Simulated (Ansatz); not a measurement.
The start is a relaxed TaAs cell, doubled along one cell vector, shaken by Gaussian noise of σ = 0.08 Å a coordinate. A full variable-cell relaxation at zero pressure is run with PBEsol (plane waves to 420 eV, PAW, scalar-relativistic; Ansatz, a quantum-chemistry and plane-wave program). The first steps use a coarse 7×4×7 k-mesh.

Input geometry:
```
TaAs
1.0
    3.17812     0.00000     0.00000
    0.00000     6.35623     0.00000
    0.00000     0.00000     3.17812
Ta As
2 2
Direct
  0.00194   0.01433   0.02917
  0.99195   0.50864   0.04230
  0.48531   0.23579   0.48736
  0.48676   0.76028   0.50491
```

Question: What pressure does the first self-consistent step give?

Answer: +3 GPa (positive: the cell is compressed).

Question: Which atoms feel the largest initial force, and how large is it?

Answer: About 1.9 eV/Å, on As3 (atoms numbered as listed).

Question: By how much does the energy per atom fall from start to end?

Answer: 0.06 eV/atom.

Question: Is the parent structure recovered?

Answer: It relaxes back to the parent, Pm-3m (No. 221).

Question: How do the shortest distances between atoms change?

Answer: The closest pairs of elements (up to four, under 3.6 Å), start → end: As–Ta 2.54 → 2.75 Å; As–As 3.02 → 3.18 Å; Ta–Ta 3.14 → 3.18 Å.

Question: Is the relaxed structure metallic? Give its gap.

Answer: Zero (metallic).

Final values are on a 15×15×15 k-mesh of the relaxed cell. No spin polarisation in the result.

The relaxed structure here is a generated cell of TaAs: the first start was made by placing the elements on the sites of a structure type, and the end was not matched to a known phase here, so it may be hypothetical. Known forms of TaAs include space group No. 109.
